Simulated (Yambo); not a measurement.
Yambo run on RbLuO$_{2}$ (space group R-3m, No. 166). The wavefunctions come from this Quantum ESPRESSO step (PBEsol, PseudoDojo standard norm-conserving files, scalar-relativistic):

```
&CONTROL
  calculation = 'nscf'
  pseudo_dir = './pseudo'
  outdir = './out'
/
&SYSTEM
  ibrav = 0
  nat = 4
  ntyp = 3
  ecutwfc = 100.0
  ecutrho = 400.0
  occupations = 'fixed'
  force_symmorphic = .true.
  nbnd = 130
/
&ELECTRONS
  conv_thr = 4e-09
  diago_full_acc = .true.
  diago_thr_init = 1e-08
/
ATOMIC_SPECIES
O 15.9990 O.upf
Rb 85.4678 Rb.upf
Lu 174.9668 Lu.upf
CELL_PARAMETERS angstrom
  1.690977784980   0.976286479352   6.425360766000
 -1.690977784980   0.976286479352   6.425360766000
 -0.000000000000  -1.952572958704   6.425360766000
ATOMIC_POSITIONS crystal
O   0.775061743400   0.775061743400   0.775061743400
O   0.224938256600   0.224938256600   0.224938256600
Rb   0.000000000000   0.000000000000   0.000000000000
Lu   0.500000000000   0.500000000000   0.500000000000
K_POINTS automatic
4 4 4 0 0 0
```

Yambo input:

```
rim_cut
gw0
dyson
el_el_corr
HF_and_locXC
ppa
em1d
RandQpts= 1000000
RandGvec= 1 Ry
EXXRLvcs= 100 Ry
VXCRLvcs= 400 Ry
Chimod= "HARTREE"
% BndsRnXp
 2 | 129 |
%
NGsBlkXp= 8 Ry
% LongDrXp
 1.0 | 1.0 | 1.0 |
%
PPAPntXp= 27.2114 eV
% GbndRnge
 1 | 129 |
%
GTermKind= "BG"
DysSolver= "n"
ExtendOut
% QPkrange
 1 | 1 | 23 | 24 |
 3 | 3 | 23 | 24 |
 7 | 7 | 23 | 24 |
 13 | 13 | 23 | 24 |
%
```

k points by index: 1 = Γ, 3 = L, 7 = F, 13 = Z.

Resulting energies as the program prints them:

```
#    K-point    Band    Eo [eV]    E [eV]    E-Eo [eV]    Vxc [eV]    Vnlxc [eV]    Sc|Eo [eV]    Sc|E [eV]    dSc/dw|Eo [eV]    Re(Z)    Im(Z)
#
    1    23    0.000000    0.063180    0.063180    -23.60837    -27.81973    4.290498    4.274542    -6.882938    0.798119    -0.001098
    1    24    3.446577    4.226814    0.780237    -10.69470    -6.057744    -3.725680    -3.856718    -4.569590    0.856215    -0.824395E-3
    3    23    -0.593306    -0.465035    0.128271    -24.06118    -28.34483    4.444382    4.411917    -6.892633    0.797892    -0.001150
    3    24    4.310940    5.307784    0.996845    -9.794016    -5.002190    -3.635703    -3.794982    -4.347569    0.862239    -0.812644E-3
    7    23    -0.319321    -0.396754    -0.077433    -22.94356    -27.31963    4.279114    4.298634    -6.850798    0.798872    -0.001113
    7    24    3.219139    4.020602    0.801462    -10.34001    -5.949548    -3.456711    -3.589001    -4.491128    0.858334    -0.817642E-3
    13    23    -0.067843    0.028142    0.095984    -23.65063    -27.82432    4.293874    4.269674    -6.867689    0.798476    -0.001104
    13    24    4.220874    5.174193    0.953319    -10.83607    -6.215544    -3.506567    -3.667206    -4.584890    0.855803    -0.837708E-3
```
(The two width columns are left out.) Convergence of these settings isn't established.

Geometry relaxed with PBEsol.
